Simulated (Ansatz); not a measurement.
LaSi$_{2}$:
Space group I4₁/amd, origin choice 1 (No. 141); a = 4.230 Å, b = 4.230 Å, c = 13.802 Å, α = 90.00°, β = 90.00°, γ = 90.00°

| atom | site | symmetry | x | y | z |
|---|---|---|---|---|---|
| La | 4b | -4m2 | 0.0000 | 0.0000 | 0.5000 |
| Si | 8e | 2mm. | 0.0000 | 0.0000 | 0.0846 |
(The calculation used a cell of 6 atoms; values per cell refer to that cell.)

Relaxed at zero pressure with LDA (plane waves, PAW; program Ansatz).

### Question
The volume is lowered by 6 % and shape and atoms relax at that volume. What pressure results, and how do the axes share the change?

### Answer
6.3 GPa; a -2.5 %, b -2.5 %, c -1.2 %; the energy rises by 23 meV/atom.

### Question
Give the new structure.

### Answer

Space group I4₁/amd, origin choice 1 (No. 141); a = 4.1259 Å, b = 4.1259 Å, c = 13.6379 Å, α = 90.00°, β = 90.00°, γ = 90.00°

```tsv
atom	site	symmetry	x	y	z
La	4b	-4m2	0.0000	0.0000	0.5000
Si	8e	2mm.	0.0000	0.0000	0.0844
```

The phase is kept; no other phase was compared at this pressure.

Space group I4_1/amd. The workflow started from a Materials Project entry (that database holds measured and hypothetical structures alike); the Crystallography Open Database files this formula in space group No. 141, but the cells were not matched. Its standing as an ambient phase is unchecked. The cell was relaxed with LDA under the symmetry of its start; whether a distortion lowers the energy is not shown. Spin–orbit coupling is left out wherever it is not named.

Potentials: the later of the program's two PAW sets.
